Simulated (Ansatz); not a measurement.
## 5 guesses for Si₃Bi and where they end

Level of theory: DFT PBE, scalar-relativistic, plane waves, PAW (Ansatz 0.2.0). All cells share a 420 eV cutoff and Γ-centred k meshes spaced at most about 0.3 Å⁻¹ (about 0.25 or finer for metals, 2π included). No spin polarisation in the final relaxations.

Each guess was relaxed in cell and atoms at zero pressure, within the symmetry of its start. These are static total energies at zero pressure. Coordination counts Si atoms around Bi (those within 1.25 times the shortest such distance or 1.15 times the sum of covalent radii, 1.27 where that leaves under three; a plus sign parts nearer from farther groups; the shortest distance is added where it exceeds 1.18 times the sum of covalent radii).

```tsv
guess	made from	start group	V start (Å³/atom)	end group	V end (Å³/atom)	coordination at the end	gap on mesh (eV)	E over the lowest end (meV/atom)
1	GdSn3 type	Pm-3m	17.5	Pm-3m (Cu3Au (L1_2))	20.2	Bi 12 from 3.1 Å	0	259
2	random cell	Im-3m	20.4	Im-3m	21.1	Bi 6	0	89
3	ReW3 type	Cmmm	17.7	P4/mmm	19.6	Bi 8+2 from 3.4 Å	0	0
4	random cell	P6/mmm	14.1	?	?	?	?	?
5	Ti3Os type	Fm-3m	20.9	Fm-3m (BiF3 (D0_3))	19.9	Bi 8+6	0	235
```

Guess 4 as it starts:

```
CELL_PARAMETERS angstrom
4.82046 0.00000 0.00000
-2.41023 4.17464 0.00000
0.00000 0.00000 2.80308
ATOMIC_POSITIONS crystal
Si 0.50000 0.00000 0.00000
Si 0.00000 0.50000 0.00000
Si 0.50000 0.50000 0.00000
Bi 0.00000 0.00000 0.50000
```

Question: Fill in the missing row: what does this guess relax into, and where does it rank?

Answer: It ends in space group P6/mmm (No. 191), with a = 4.972 Å, c = 4.064 Å, 21.7 Å³/atom and no gap. It lies 93 meV/atom over the lowest end, within the noise of guess 2 and below guess 5. Counting Si atoms around Bi, this end has Bi 12 from 3.2 Å and the lowest (guess 3) has Bi 8+2 from 3.4 Å. This end holds Si–Si nets (shortest 2.49 Å); in the lowest (guess 3) the shortest Si–Si distance is 2.55 Å, near bonding range too.

Space group P6/mmm (No. 191). a = 4.972 Å, b = 4.972 Å, c = 4.064 Å, α = 90.00°, β = 90.00°, γ = 120.00°
| atom | site | symmetry | x | y | z |
| --- | --- | --- | --- | --- | --- |
| Si | 3f | mmm | 0.5000 | 0.0000 | 0.0000 |
| Bi | 1b | 6/mmm | 0.0000 | 0.0000 | 0.5000 |

The zero of energy is the elements' standard structures at the same level; no fitted shifts are applied.

Question: Is the lowest end bound against the elements?

Answer: No: its formation energy is +0.50 eV/atom. The separate elements lie lower, so it is unstable against them.

The k mesh leaves some 4 meV/atom of noise in the energy of each metallic cell. These runs have no spin–orbit coupling, which can matter for Bi. A magnetic state wasn't ruled out in cells without spin, among them P4/mmm, Im-3m, P6/mmm, Fm-3m, Pm-3m. Cells relaxed within their symmetry can be saddle points. A lower structure may well exist outside this small set. Some candidate types were left out of the draw beforehand, so a known form may be missing.
